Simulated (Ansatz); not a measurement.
## Equation of state of HfB$_{2}$

A database entry relaxed whole under r2SCAN (P6/mmm):

```
Hf B
1.0
     3.13563    0.00000    0.00000
    -1.56781    2.71553    0.00000
     0.00000    0.00000    3.48205
Hf B
1 2
Cartesian
  0.0000 0.0000 0.0000
  0.0000 1.8104 1.7410
  1.5678 0.9052 1.7410
```

The cell was scaled uniformly, its shape held, and the atoms relaxed at each volume with plane-wave PAW DFT (Ansatz 0.2.0; r2SCAN, 500 eV, 12×12×10 Γ-centred mesh, fermi-dirac occupations of width 0.100 eV; no spin, no spin-orbit coupling). One row is withheld.

| volume (Å³/atom) | energy over the lowest (meV/atom) | pressure (GPa) |
| --- | --- | --- |
| 9.290 | 31.5 | 17.93 |
| 9.488 | 13.5 | 11.37 |
| 9.685 | 3.3 | 5.42 |
| 9.883 | 0.0 | 0.01 |
| 10.081 | ? | ? |
| 10.278 | 11.9 | -9.35 |
| 10.476 | 26.0 | -13.40 |

Q: Fit the pressures of the other rows to the third-order Birch-Murnaghan form.

A: With f = [(V₀/V)^(2/3) − 1]/2 and P = 3B₀f(1 + 2f)^(5/2)[1 + 3(B₀′ − 4)f/2], least squares gives V₀ = 9.88 Å³ an atom, B₀ = 257 GPa and B₀′ = 3.8; the rows miss the fit by less than 0.01 GPa. The slope of the energies differs from these pressures by less than 0.05 GPa.

Q: What does the withheld row hold?

A: The fit gives -4.90 GPa at 10.081 Å³; the run gave -4.90 GPa and 3.1 meV an atom.

Caveats: the shape of the cell was held, so B₀ is an upper bound where the axes differ in stiffness; 0 K, fixed nuclei; the symmetry was kept, and this need not be the phase that is stable at 0 K; one mesh for all volumes; pressure is positive in compression.
